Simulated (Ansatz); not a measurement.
Relaxed-ion elastic tensor of Ti3AlC2 in space group P6_3/mmc (No. 194; Ti on 4f, Ti on 2a, Al on 2b, C on 4f) in GPa (Voigt order), plane-wave PAW PBEsol (Ansatz code); density 4.34 g/cm³, 12.42 Å³ per atom.

|  | 1 | 2 | 3 | 4 | 5 | 6 |
|---|---|---|---|---|---|---|
| 1 | 372 | 81.4 | 74.8 | 0.0 | 0.0 | 0.0 |
| 2 | 81.4 | 372 | 74.8 | 0.0 | 0.0 | 0.0 |
| 3 | 74.8 | 74.8 | 310 | 0.0 | 0.0 | 0.0 |
| 4 | 0.0 | 0.0 | 0.0 | 129 | 0.0 | 0.0 |
| 5 | 0.0 | 0.0 | 0.0 | 0.0 | 129 | 0.0 |
| 6 | 0.0 | 0.0 | 0.0 | 0.0 | 0.0 | 145 |

Q: Is the crystal mechanically stable?

A: Yes: the smallest eigenvalue of C is 129 GPa.

Q: Work out the Voigt, Reuss and Hill averages.

A: K_V = 168, K_R = 167, K_H = 168; G_V = 135, G_R = 135, G_H = 135 GPa.

Q: Give Young's modulus, Poisson's ratio, Pugh's ratio and the universal anisotropy index.

A: E = 9KG/(3K + G) = 320 GPa; ν = 0.18; K/G = 1.24 (brittle by the Pugh limit of 1.75); A_U = 5G_V/G_R + K_V/K_R − 6 = 0.03.

Q: Estimate the sound speeds and the Debye temperature.

A: v_l = √((K + 4G/3)/ρ) = 8960 m/s, v_t = √(G/ρ) = 5580 m/s, mean 6150 m/s; Θ = (h/k)(3n/4πV)^(1/3) v_m = 791 K.

Q: Solve the Christoffel equation for the three sound speeds along x, y, z.

A: Eigenvalues of C_ijkl n_j n_l equal ρv². In km/s, slowest first: x 5.45, 5.79, 9.26; y 5.45, 5.79, 9.26; z 5.45, 5.45, 8.45.

Q: How much does each axis shrink under pressure?

A: Linear compressibilities β_i = Σ_j S_ij (j = 1 to 3): x 1.8, y 1.8, z 2.3 per TPa.

The first step of the workflow began from a Materials Project structure, measured or hypothetical; the Crystallography Open Database files this formula in space group No. 194, but the cells were not matched. Whether it is the stable phase at ambient conditions was not checked. Symmetry was held in the PBEsol relaxation; whether a distortion lowers the energy is not shown. No spin polarisation was allowed. As this level gives no gap, shear constants depend on the k-mesh and smearing (Fermi–Dirac, 0.1 eV here).

Potentials: the earlier of the program's two PAW sets. The files were generated under PBE; for other functionals the program regenerates the frozen cores, and for LDA and PBEsol the local potential too.
